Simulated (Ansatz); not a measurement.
# Cu started on a Ti site and Cu started on a Ti site, 5.43 Å apart on the ideal sites in cubic perovskite CaTiO3, 40 atoms, charge 0

These are results of Ansatz 0.2.0, DFT, PBEsol, PAW, plane waves, not measurements.

Command:

```sh
ansatz run in.yaml --threads 7 --pin off --max-ram 13300MiB --runs-dir r --events-out ev --progress --plain
```

The input less its lattice and atoms (starting moments on atoms near the defect: 4 μB in all):

```yaml
crystal:
  symmetry: { detect: false }
kpoints:
  mp_grid: { grid: [1, 1, 1], shift: [0.25, 0.25, 0.25] }
hamiltonian:
  xc: pbesol
magnetization:
  spin_polarized: true
scf:
  occupations: { method: fermi_dirac, width: 0.01 }
relax:
  f_tol: 0.03
  max_steps: 80
  escape_saddle: false
  adjacent_minimum: "off"
output:
  forces: true
  eigenvalues: true
  populations: true
```

Start:

```
Ca Cu Ti O
1.0
     7.68261    0.00000    0.00000
     0.00000    7.68261    0.00000
     0.00000    0.00000    7.68261
Ca Cu Ti O
8 2 6 24
Direct
  0.99697 0.00056 0.99950
  0.00103 0.00210 0.50101
  0.00041 0.50101 0.00203
  0.00223 0.50022 0.50380
  0.49526 0.00184 0.00354
  0.49789 0.00361 0.49726
  0.49837 0.49957 0.99870
  0.50117 0.50016 0.49655
  0.25191 0.24777 0.24851
  0.25301 0.74962 0.74757
  0.25241 0.25189 0.75204
  0.24818 0.74607 0.24485
  0.75294 0.24931 0.24833
  0.75347 0.24756 0.74813
  0.74899 0.75069 0.25406
  0.75654 0.74839 0.75264
  0.25037 0.24710 0.00161
  0.25175 0.25421 0.49630
  0.25039 0.75090 0.00579
  0.24720 0.74922 0.50044
  0.74953 0.24985 0.00418
  0.74953 0.25263 0.49915
  0.75440 0.75044 0.99778
  0.75089 0.75483 0.50158
  0.00237 0.24769 0.24713
  0.00034 0.25375 0.75167
  0.99926 0.74733 0.25252
  0.00453 0.75108 0.74946
  0.50215 0.24978 0.24893
  0.50138 0.25021 0.75261
  0.50008 0.74839 0.24925
  0.49685 0.74926 0.74848
  0.25144 0.00368 0.25000
  0.24706 0.99701 0.75364
  0.25455 0.49942 0.24982
  0.24689 0.50304 0.75121
  0.75029 0.99638 0.25169
  0.74869 0.00434 0.75370
  0.74908 0.49835 0.24855
  0.74906 0.49635 0.75390
```

Steps:

```tsv
step	energy less the first (eV)	largest force component (eV/Å)
start	0.000	0.880
1	-0.123	0.598
2	-0.265	0.472
3	-0.323	0.411
4	-0.671	0.978
5	-1.037	1.380
6	-1.492	0.772
7	-2.122	0.292
8	-2.203	0.394
9	-2.249	0.156
10	-2.313	0.290
11	-2.349	0.497
12	-2.476	0.842
13	-2.670	0.260
14	-2.693	0.120
15	-2.700	0.024
```

A structure on the way, about -0.27 eV from the start:

```
Ca Cu Ti O
1.0
     7.68261    0.00000    0.00000
     0.00000    7.68261    0.00000
     0.00000    0.00000    7.68261
Ca Cu Ti O
8 2 6 24
Direct
  0.00868 0.00259 0.99946
  0.01841 0.99647 0.49659
  0.00472 0.49600 0.99802
  0.01639 0.49931 0.49973
  0.49176 0.00240 0.99902
  0.48666 0.99570 0.49688
  0.49828 0.49878 0.99648
  0.49255 0.49936 0.49984
  0.25093 0.25126 0.25072
  0.24967 0.75010 0.75198
  0.25031 0.25064 0.75086
  0.25093 0.74899 0.24917
  0.75066 0.25088 0.25008
  0.74955 0.24827 0.74717
  0.75075 0.75141 0.25193
  0.75146 0.75002 0.75132
  0.24693 0.24207 0.99874
  0.24932 0.25925 0.50293
  0.24894 0.75935 0.00381
  0.25111 0.74794 0.49892
  0.75094 0.25040 0.00039
  0.74665 0.25356 0.50016
  0.75226 0.75166 0.99945
  0.74761 0.74859 0.50176
  0.00716 0.25463 0.25191
  0.99844 0.24855 0.74994
  0.00097 0.74706 0.25292
  0.00976 0.74743 0.74851
  0.49431 0.24563 0.24902
  0.50009 0.25187 0.75355
  0.50144 0.75563 0.25050
  0.48982 0.74723 0.75214
  0.24868 0.00234 0.26227
  0.24971 0.00061 0.74289
  0.25623 0.49947 0.24796
  0.24639 0.49901 0.75784
  0.75588 0.00176 0.25029
  0.74934 0.99796 0.75123
  0.74689 0.49928 0.24726
  0.74825 0.50215 0.75427
```

End:

```xyz
40
Lattice="7.6826 0.0000 0.0000 0.0000 7.6826 0.0000 0.0000 0.0000 7.6826" Properties=species:S:1:pos:R:3 pbc="T T T"
Ca    7.5724    7.6668    7.4990
Ca    7.5243    0.0386    3.7160
Ca    0.1472    3.8148    0.2008
Ca    0.2242    3.8837    3.9829
Ca    3.6221    7.6307    7.5435
Ca    3.7016    0.0315    3.6327
Ca    3.9929    3.7970    0.1241
Ca    3.9571    3.8451    4.0219
Cu    1.9218    1.9233    1.9243
Cu    1.9263    5.7635    5.7651
Ti    1.9139    1.9184    5.7645
Ti    1.9141    5.7658    1.9285
Ti    5.7696    1.9097    1.8952
Ti    5.7497    1.8945    5.7481
Ti    5.7563    5.7452    1.9102
Ti    5.7671    5.7431    5.7446
O     1.5996    1.6134    7.6359
O     2.2549    2.2275    3.8954
O     1.6046    6.0756    0.0625
O     2.2510    5.4510    3.7895
O     6.0490    2.2434    0.0149
O     5.4875    1.6233    3.8514
O     6.0578    5.4560    0.0087
O     5.4717    6.0915    3.8627
O     0.0017    2.2463    2.2672
O     0.0087    1.6469    5.4799
O     0.0014    5.4897    2.2316
O     0.0193    6.0830    5.4485
O     3.8487    1.6010    1.5888
O     3.8492    2.1955    6.0503
O     3.8491    6.0465    1.6283
O     3.8375    5.4527    6.1001
O     1.7116    0.0381    2.3090
O     2.3037    7.6455    5.5333
O     2.1333    3.8061    1.5400
O     1.5567    3.8811    5.9984
O     6.1113    0.0112    1.7031
O     5.5758    0.0105    6.1411
O     5.4198    3.8499    2.1592
O     5.9673    3.8555    5.4058
```

The run converged.

Time: 2.2 min of wall time on 7 threads of a Neoverse-V2 processor, on a host shared with other runs; peak host memory 1.5 GiB.

(1) How much energy did the relaxation gain, and which atom moved most?

The moment started at 4 μB and ended at 2.0 μB; no other spin state is shown. The one k point has no symmetry partners, which can distort the end along one axis.

Results:

(1) 2.70 eV in 15 steps, from a start with small random displacements (the gain also holds any tilting of the ideal host); atom 25 (O) moved 0.50 Å, the median atom 0.41 Å (drift of the whole cell removed).
